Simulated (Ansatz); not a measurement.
B:
```xyz
6
Lattice="4.1453 0.0000 0.0000 0.0000 4.1453 0.0000 0.0000 0.0000 4.1453" Properties=species:S:1:pos:R:3 pbc="T T T"
B      0.8079     2.0726     2.0726
B      3.3374     2.0726     2.0726
B      2.0726     0.8079     2.0726
B      2.0726     3.3374     2.0726
B      2.0726     2.0726     0.8079
B      2.0726     2.0726     3.3374
```

Relaxed with r²SCAN. Special points in fractions of this cell's reciprocal vectors: Γ (0.000, 0.000, 0.000); X (0.000, 0.500, 0.000); M (0.500, 0.500, 0.000); R (0.500, 0.500, 0.500).

### Question
List the band energies nearest the Fermi level at these points for plane-wave PAW r²SCAN (Ansatz code).

### Answer
In eV from the Fermi level; about four levels below and three above (degenerate sets whole), none deeper than 8.9 eV; … stands for higher levels left out; points with the same levels are listed once.

| k | below | above |
|---|---|---|
| Γ | -5.37 -5.37 -5.37 -5.28 -3.98 -3.98 | 1.92 1.92 1.92 |
| X | -3.82 -0.56 -0.56 -0.53 | 2.02 3.78 6.76 |
| M | -0.43 -0.43 -0.27 -0.27 | 5.58 5.58 … |
| R | -7.23 -7.23 -7.23 -2.54 -2.54 -2.54 | 0.12 0.12 0.12 |

Space group Pm-3m. The start of the workflow was typed in or built on a structure type; neither database checked (COD, Materials Project) lists it. It is not the phase usual at ambient conditions (space group No. 166). The r²SCAN relaxation kept the symmetry of its start; its stability against distortions is not shown here.

Potentials: the earlier of the program's two PAW sets.
